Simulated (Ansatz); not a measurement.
Hg2O in space group Pn-3m (No. 224; O on 2a, Hg on 4b) at seven volumes, PBE (plane waves, PAW; program Ansatz), scaled uniformly. One row is withheld.

| V (Å³/atom) | P (GPa) |
|---|---|
| 22.168 | 4.75 |
| 22.899 | 2.90 |
| 23.630 | 1.30 |
| 24.361 | 0.00 |
| 25.092 | -1.01 |
| 25.822 | ? |
| 26.553 | -2.44 |

### Question
Fit the shown pressures and predict the withheld one.

### Answer
Third-order Birch–Murnaghan: P = (3/2)B₀(x^(7/2) − x^(5/2))[1 + (3/4)(B′ − 4)(x − 1)] with x = (V₀/V)^(2/3). Least squares on the six rows gives V₀ = 24.379 Å³/atom, B₀ = 37.52 GPa, B′ = 6.19. At V = 25.822, x = 0.9624 and P = -1.80 GPa. The run itself gave -1.76 GPa.

The start of the workflow was typed in or built on a structure type; neither database checked (COD, Materials Project) lists it. Whether it is the stable phase at ambient conditions was not checked. The PBE relaxation kept the symmetry of its start; whether a distortion lowers the energy is not shown. The volume moved by 21 % from the start of the relaxation. Scalar-relativistic: spin–orbit coupling is off unless named, which matters more the heavier the elements.

Potentials: the earlier of the program's two PAW sets.
